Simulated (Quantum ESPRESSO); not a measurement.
Field gradients of TiO₂ from the PAW reconstruction of the field gradient on a scalar-relativistic PBE ground state (a modified build of Quantum ESPRESSO, JTH datasets), 22.5 Ha, k-mesh 5×5×8 through Γ:

```xyz
6
Lattice="4.5998 0.0000 0.0000 0.0000 4.5998 0.0000 0.0000 0.0000 2.9592" Properties=species:S:1:pos:R:3 pbc="T T T"
Ti     2.2999     2.2999     0.0000
Ti     0.0000     0.0000     1.4796
O      3.2000     3.2000     1.4796
O      1.3998     1.3998     1.4796
O      3.6997     0.9001     0.0000
O      0.9001     3.6997     0.0000
```
Geometry: a computed entry of the Materials Project; it was not checked against measured cells. It is TiO2 in P4₂/mnm. Stability against distortions was not tested. The run has no spin polarisation.

Vzz is the sum of three terms, each taken along its main axis: the smooth valence density, the ions (nucleus and frozen core) with the augmentation charges of all other spheres, and the all-electron minus smooth density in the atom's own sphere. The split hangs on the datasets.  Cores are frozen. Against all-electron runs on small test molecules, this scheme's |Vzz| missed by −2 to +6 % on O. Ti had no test against all-electron runs. Where η passes 0.9 the sign of Vzz means little.

| site | smooth valence density | ions and other spheres | own sphere | Vzz (a.u.) |
|---|---|---|---|---|
| Ti (atoms 1, 2) | -0.156 | 0.154 | ___ | ___ |

Q: What belongs in the gaps?

A: 
- Ti (atoms 1, 2), own sphere: -0.229
- Ti (atoms 1, 2), Vzz (a.u.): -0.231
